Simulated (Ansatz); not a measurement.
Task: Each is relaxed and computed with PBEsol in the plane-wave PAW code Ansatz. Which is the only one with a gap?
(A) Mo2C, P-3m1 (Mo on 2d, C on 1b)
(B) Ni2H, P-3m1 (Ni on 2d, H on 1a)
(C) Ta2C, P-3m1 (Ta on 2d, C on 1a)
(D) Gd2O3, P-3m1 (Gd on 2d, O on 1b, O on 2d)

Result: D, Gd2O3, P-3m1 (Gd on 2d, O on 1b, O on 2d). Gd2O3: gap 3.31 eV (direct); Ni2H: metal; Ta2C: metal; Mo2C: metal. Caveat: open 4f shells can settle in a state that is not the lowest. Spin orders computed, not proven ground states: Gd2O3, P-3m1 (Gd on 2d, O on 1b, O on 2d) antiferromagnetic; Ni2H, P-3m1 (Ni on 2d, H on 1a) ferromagnetic. Standing as an ambient phase not checked: Gd2O3, P-3m1 (Gd on 2d, O on 1b, O on 2d); Ni2H, P-3m1 (Ni on 2d, H on 1a); Ta2C, P-3m1 (Ta on 2d, C on 1a); Mo2C, P-3m1 (Mo on 2d, C on 1b). All cells were relaxed under the symmetry of their starts (and spin orders); stability against distortions was not tested throughout. Cells of antiferromagnets are given as chemical subcells. Rows with no word on spin ran without spin polarisation. No Hubbard U is applied. Scalar-relativistic: spin–orbit coupling is off unless named, which matters more the heavier the elements.

Potentials: the later of the program's two PAW sets.
